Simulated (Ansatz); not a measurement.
CdTe:
```
CdTe
1.0
    0.00000     3.24489     3.24489
    3.24489     0.00000     3.24489
    3.24489     3.24489     0.00000
Cd Te
1 1
Cartesian
  0.00000   0.00000   0.00000
  4.86733   4.86733   4.86733
```

Plane-wave PAW PBEsol (Ansatz code) gives a gap of 0.65 eV without spin–orbit coupling, maximum at Γ, minimum at Γ.

Problem. What happens when spin–orbit coupling is switched on?

Solution. The gap shrinks by 0.28 eV, to 0.37 eV; maximum at Γ, minimum at Γ.

Problem. How large is the spin–orbit splitting of the valence top at Γ?

Solution. The fourfold level lies 0.87 eV above the split-off pair.

Problem. Give the electron effective mass with spin–orbit coupling.

Solution. 0.040 mₑ (isotropic).

Space group F-43m (zinc blende). The PBEsol relaxation kept the symmetry of its start.

Potentials: the earlier of the program's two PAW sets. The files were generated under PBE; for other functionals the program regenerates the frozen cores, and for LDA and PBEsol the local potential too.
